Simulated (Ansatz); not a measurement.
Starting cell, Ta$_{2}$Se (space group P4/nmm):

```
Ta2Se
1.0
    6.66603     0.00000     0.00000
    0.00000     3.33302     0.00000
    0.00000     0.00000     9.70834
Ta Se
8 4
Direct
  0.25000   0.00000   0.75641
  0.75000   0.00000   0.75641
  0.00000   0.50000   0.24359
  0.50000   0.50000   0.24359
  0.00000   0.50000   0.92332
  0.50000   0.50000   0.92332
  0.25000   0.00000   0.07668
  0.75000   0.00000   0.07668
  0.00000   0.50000   0.63376
  0.50000   0.50000   0.63376
  0.25000   0.00000   0.36624
  0.75000   0.00000   0.36624
```

A phonon eigenvector at X = (0.5, 0.0, 0.0) is frozen into this cell: atom i moves by Q times the vector below, so Q is the largest atomic displacement, in Å. The cell is held. It is one choice among 2 degenerate patterns. (q is in reciprocal vectors of the primitive cell; the cell shown is doubled to hold the pattern.)

```tsv
atom	x	y	z
Ta1	0.118	0.000	-0.039
Ta2	-0.118	0.000	0.039
Ta3	0.716	0.000	-0.006
Ta4	-0.716	0.000	0.006
Ta5	0.080	0.000	0.048
Ta6	-0.080	0.000	-0.048
Ta7	0.013	0.000	0.292
Ta8	-0.013	0.000	-0.292
Se9	-0.058	0.000	0.165
Se10	0.058	0.000	-0.165
Se11	-0.010	0.000	1.000
Se12	0.010	0.000	-1.000
```

Method: LDA (plane waves to 420 eV, PAW, scalar-relativistic; Ansatz, a program for electronic structure). k mesh 7×14×5 (Γ-centred), Fermi-Dirac smearing 0.05 eV. E stands for the smeared free energy. With partly filled bands, energies and forces of such displacements shift with the k mesh and the smearing. Spin-orbit coupling is left out, though Ta is heavy. Ta2Se is run without spin polarisation. Ta2Se was relaxed with its symmetry unable to fall. ΔE is measured from the undisplaced structure. The last digit holds for this mesh only.

```json
[
 {"Q (Å)": "-0.2800", "ΔE (meV/cell)": "withheld"},
 {"Q (Å)": "-0.2333", "ΔE (meV/cell)": "476.6"},
 {"Q (Å)": "-0.1867", "ΔE (meV/cell)": "306.0"},
 {"Q (Å)": "-0.1400", "ΔE (meV/cell)": "172.3"},
 {"Q (Å)": "-0.0933", "ΔE (meV/cell)": "76.5"},
 {"Q (Å)": "-0.0467", "ΔE (meV/cell)": "19.1"},
 {"Q (Å)": "0.0000", "ΔE (meV/cell)": "0.0"},
 {"Q (Å)": "0.0467", "ΔE (meV/cell)": "19.1"},
 {"Q (Å)": "0.0933", "ΔE (meV/cell)": "76.5"},
 {"Q (Å)": "0.1400", "ΔE (meV/cell)": "172.3"},
 {"Q (Å)": "0.1867", "ΔE (meV/cell)": "306.0"},
 {"Q (Å)": "0.2333", "ΔE (meV/cell)": "476.6"},
 {"Q (Å)": "0.2800", "ΔE (meV/cell)": "withheld"}
]
```

Problem. Fit an even polynomial form (powers 2, 4) to the given rows and predict ΔE at Q = -0.2800.

Solution. Least squares on the 11 given rows: ΔE = (8810)·Q² + (-977.5)·Q⁴, in meV/cell with Q in Å; root-mean-square residual 0.08 meV/cell. At -0.2800 the fit gives 684.7 meV/cell; the calculation gives 683.2 meV/cell, so the extrapolation is off by 1.5 (+0.2 %). The quadratic term alone would give 690.7 meV/cell.

(For displaced atoms, the force is minus the slope of the energy, and its curvature is a force constant, which sets phonon frequencies.)
